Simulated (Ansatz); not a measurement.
### Question
Ga (α-Ga, Cmce) is relaxed with the program Ansatz at the r²SCAN+D4 level (PAW). What lattice parameters of the conventional cell result?

### Answer
a = 4.442 Å, b = 7.557 Å, c = 4.499 Å.

### Question
Give the free coordinates with the occupied sites.

### Answer
In one choice of origin and axes:

| atom | site | symmetry | x | y | z |
|---|---|---|---|---|---|
| Ga | 8f | m.. | 0.0000 | 0.3442 | 0.4153 |

Symmetry was held in the r²SCAN+D4 relaxation. The pairwise dispersion correction was not fitted to metals. Axis ratios of metals converge slowly with the k-mesh, so a and c are less sure than the volume.

Potentials: the earlier of the program's two PAW sets.
